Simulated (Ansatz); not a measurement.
Starting cell, Sb (A7 type, space group R-3m):

```
Sb
1.0
    2.13423     1.23220     3.57258
   -2.13423     1.23220     3.57258
    0.00000    -2.46440     3.57258
Sb
2
Direct
  0.23890   0.23890   0.23890
  0.76110   0.76110   0.76110
```

In each cell atom 2 (Sb, nearest neighbour Sb at 2.910 Å; its periodic images, 4.3 Å or more away, move with it) moves by s·(0.707, 0.707, 0.000) (along Cartesian [110]), the rest being held.

Calculation: PBEsol-D3(BJ) (plane waves to 420 eV, PAW, scalar-relativistic; Ansatz, a program for electronic structure). k mesh 11×11×11 (Γ-centred), Fermi-Dirac smearing 0.05 eV. E stands for the smeared free energy. With partly filled bands, energies and forces of such displacements shift with the k mesh and the smearing. Sb was relaxed with its symmetry unable to fall. Spin-orbit coupling is left out, though Sb is heavy. The zero of ΔE is the undisplaced structure. The last digit holds for this mesh only.

```csv
s (Å),ΔE (meV/cell)
-0.580,724.2
-0.464,withheld
-0.348,171.4
-0.232,59.2
-0.116,11.3
0.000,0.0
0.116,8.1
0.232,38.2
0.348,113.4
0.464,255.3
0.580,474.6
```

Fit a polynomial form (powers 2, 3, 4) to the given rows and predict ΔE at s = -0.464.

Least squares on the 10 given rows: ΔE = (840.6)·s² + (-633.4)·s³ + (2810)·s⁴, in meV/cell with s in Å; root-mean-square residual 3.73 meV/cell. At -0.464 the fit gives 374.5 meV/cell; the calculation gives 382.0 meV/cell, so the interpolation is off by -7.5 (-2.0 %). The quadratic term alone would give 181.0 meV/cell.

(A displaced cell: forces are minus the slopes of the energy, force constants its curvatures, and phonons follow from these.)
